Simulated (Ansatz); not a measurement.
# Ga2O3: from a starting cell to a relaxed one

The start is a generated cell, Ga2O3 built in the AFLOW prototype A2B3_tP10_127_g_ah (D5_a). A full variable-cell relaxation at zero pressure is run with PBE (plane waves to 420 eV, PAW, scalar-relativistic; Ansatz, a quantum-chemistry and plane-wave program). First-step values are on the input's coarse k-mesh.

Ansatz input (later rounds restart from its end on a renewed k-mesh):
Ansatz 0.2 input:
```yaml
crystal:
  lattice:
    - [5.5495875, 0, 0]
    - [0, 5.5495875, 0]
    - [0, 0, 2.9425734]
  atoms:
    - { symbol: O, position: [0, 0, 0] }
    - { symbol: O, position: [0.5, 0.5, 0] }
    - { symbol: O, position: [0.1821, 0.6821, 0.5] }
    - { symbol: O, position: [0.6821, 0.8179, 0.5] }
    - { symbol: O, position: [0.3179, 0.1821, 0.5] }
    - { symbol: O, position: [0.8179, 0.3179, 0.5] }
    - { symbol: Ga, position: [0.3841, 0.8841, 0] }
    - { symbol: Ga, position: [0.8841, 0.6159, 0] }
    - { symbol: Ga, position: [0.1159, 0.3841, 0] }
    - { symbol: Ga, position: [0.6159, 0.1159, 0] }
basis: { ecutwfc: 420, ecutrho_ratio: 4, xc_grid: 2, fft_grid_basis: typed }
kpoints: { mp_grid: { grid: [4, 4, 8] } }
hamiltonian:
  xc: pbe
  dispersion: none
  pseudopotentials: { azcp: { folder: ./paw }, kind: paw }
scf: { occupations: { method: fermi_dirac, width: 0.05 } }
relax: { f_tol: 0.01, max_steps: 100, cell: { stress_tol: 0.02 } }
output: { forces: true, stress: true }
```

Q: By how much does the energy per atom fall from start to end?

A: About 1.3 eV/atom.

Q: How does the volume change?

A: +19.9 %, from 9.06 to 10.87 Å³/atom.

Q: What band gap does the relaxed structure have at this level?

A: No gap (metallic).

Q: What does it relax into? Give the structure.

A: 
Space group P4/mbm (No. 127); a = b = 5.9503 Å, c = 3.0689 Å, α = β = γ = 90.00°

```csv
atom,site,symmetry,x,y,z
O,2a,4/m..,0.0000,0.0000,0.0000
O,4h,m.2m,0.3573,0.1427,0.5000
Ga,4g,m.2m,0.2331,0.2669,0.0000
```

The space group stays P4/mbm (No. 127) (the run could not lower it), with 10 atoms in the primitive cell. Final values are on a 6×6×11 k-mesh of the relaxed cell. The start holds a very short contact (Ga–Ga 1.82 Å). No spin polarisation in the result.

The run could not lose the symmetry of its start, so the end can be a saddle point.

The relaxed structure here is a generated cell of Ga2O3: the first start was made by placing the elements on the sites of a structure type, and the end was not matched to a known phase here, so it may be hypothetical. Known forms of Ga2O3 include space group No. 12, 167.
